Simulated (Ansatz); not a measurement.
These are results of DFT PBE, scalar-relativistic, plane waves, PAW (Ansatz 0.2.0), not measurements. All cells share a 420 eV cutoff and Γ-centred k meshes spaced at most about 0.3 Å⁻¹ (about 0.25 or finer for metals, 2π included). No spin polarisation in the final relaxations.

All energies are static (0 K, no zero-point motion).

Two relaxed structures of Be₃H₄Br₂:

1. Space group P1 (No. 1), triclinic, a = 3.711 Å, b = 3.765 Å, c = 13.087 Å, α = 90.5°, β = 90.8°, γ = 117.3°. Be on its first site has 2 H at 1.41 Å and 2 Br at 2.24 Å; Be on its second site has 2 H at 1.34 Å; Be on its third site has 2 H at 1.41 Å and 2 Br at 2.26 Å; around H on its first site lies 1 Be at 1.34 Å; Br on its first site has 2 Be at 2.24 Å; 4 more sites not described.

2. Space group P-3m1 (No. 164), trigonal, a = 3.354 Å, c = 9.717 Å. Be on a site of symmetry 3m has 1 H at 1.40 Å, 3 H at 1.97 Å and 3 Br at 2.42 Å; around Be on a site of symmetry -3m lie 6 H at 1.94 Å and 2 Br at 2.51 Å; H on its first site has 3 Be at 1.94 Å and 3 H at 1.94 Å; H on its second site is surrounded by 1 Be at 1.40 Å, 3 Be at 1.97 Å, 3 H at 2.19 Å and 3 Br at 2.67 Å; Br is surrounded by 4 Be at 2.42–2.51 Å and 3 H at 2.67 Å.

Question: Which form is favoured at zero pressure, and by what margin per atom?

Answer: Cell 1 is lower, by 0.36 eV/atom. Cell 1 has space group P1 (No. 1), 18.0 Å³/atom and a gap of 3.18 eV on its mesh; cell 2 has space group P-3m1 (No. 164), 10.5 Å³/atom and no gap. Both come from invented guesses.

Weakly bound directions are ill-defined at this level, which has no dispersion term (P1, P-3m1), and this can change margins and order among such cells. Kohn–Sham gaps at this level usually fall short of measured ones. With hydrogen, zero-point motion can shift such differences by 10 meV/atom or more. Cells relaxed within their symmetry can be saddle points. The P1 cell of Be3H4Br2 came from shaking the P-3m1 one.
